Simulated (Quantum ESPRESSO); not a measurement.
```cif
data_H4Na2Pd
_chemical_formula_sum 'H4 Na2 Pd1'
_space_group_name_H-M_alt 'P 1'
_space_group_IT_number 1
_cell_length_a 4.94220
_cell_length_b 4.94220
_cell_length_c 4.94220
_cell_angle_alpha 115.508
_cell_angle_beta 115.508
_cell_angle_gamma 97.974
loop_
_space_group_symop_operation_xyz
  'x, y, z'
loop_
_atom_site_label
_atom_site_type_symbol
_atom_site_fract_x
_atom_site_fract_y
_atom_site_fract_z
_atom_site_occupancy
H1 H 0.22018 0.22018 0.44036 1
H2 H 0.77982 0.77982 0.55964 1
H3 H 0.22018 0.77982 0.00000 1
H4 H 0.77982 0.22018 0.00000 1
Na1 Na 0.75000 0.25000 0.50000 1
Na2 Na 0.25000 0.75000 0.50000 1
Pd1 Pd 0.00000 0.00000 0.00000 1
```

The geometry is that of Materials Project entry mp-643260, symmetrised and not relaxed again.

**Question.** What does LDA (pw.x of Quantum ESPRESSO, ONCV potentials, scalar-relativistic) give for the electronic structure near the Fermi level?

**Answer.** The LDA gap is direct, 2.09 eV at Z. Another valence extremum on the path lies within 0.02 eV, too close to call. Spin-orbit splittings are left out.

The structure is a Materials Project entry; no match was found in the copy of COD used, and its stability was not checked.
